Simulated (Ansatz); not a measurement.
TlI:
```yaml
crystal:
  lattice:
    - [4.24541, 0.00000, 0.00000]
    - [0.00000, 4.24541, 0.00000]
    - [0.00000, 0.00000, 4.24541]
  atoms:
    - { symbol: Tl, position: [0.00000, 0.00000, 0.00000] }
    - { symbol: I, position: [0.50000, 0.50000, 0.50000] }
```

Relaxed with r²SCAN+D4.

Map the electron localisation function on the plane through (0.000, 0.000, 0.000) spanned by u = [1, 0, 0] and v = [0, 1, 1] in lattice vectors, from r²SCAN+D4 in the plane-wave PAW code Ansatz.

x is the fraction of u, y of v (the angle between them is 90°; rows are the nearest grid lines); atoms in the plane: Tl at (0.00, 0.00), I at (0.50, 0.50).
```
|9013555421111245553109|
|1114655421111245564111|
|3456554311111134556543|
|5665543211111123455665|
|5555432111221112345555|
|4332212457887542122334|
|2211235789999875321122|
|1112368999999998632111|
|1113689998888999863111|
|1137999876666789997311|
|1148998864334688998411|
|1148998753333578998411|
|1148998753333578998411|
|1148998864334688998411|
|1137999876666789997311|
|1113689998888999863111|
|1112368999999998632111|
|2211235789999875321122|
|4332212457887542122334|
|5555432111221112345555|
|5665543211111123455665|
|3456554311111134556543|
|1114655421111245564111|
|9013555421111245553109|
```
Scale: ten equal steps from -0.085 (start of '0') to 0.781 (end of '9'), in the order '0123456789'; x runs from 0.000 to 1.00, y from 0.000 (bottom) to 1.00 (top).

The density is the valence pseudo-density with augmentation charge, so density and ELF within about 1 Å of a nucleus are not all-electron values.

Space group Pm-3m (CsCl type). The first step of the workflow began from a Materials Project structure, measured or hypothetical; the Crystallography Open Database files this formula in space group No. 221, but the cells were not matched. Whether it is the stable phase at ambient conditions was not checked. The cell was relaxed with r²SCAN+D4 under the symmetry of its start; its stability against distortions is not shown here. Scalar-relativistic: spin–orbit coupling is off unless named, which matters more the heavier the elements.

Potentials: the later of the program's two PAW sets.
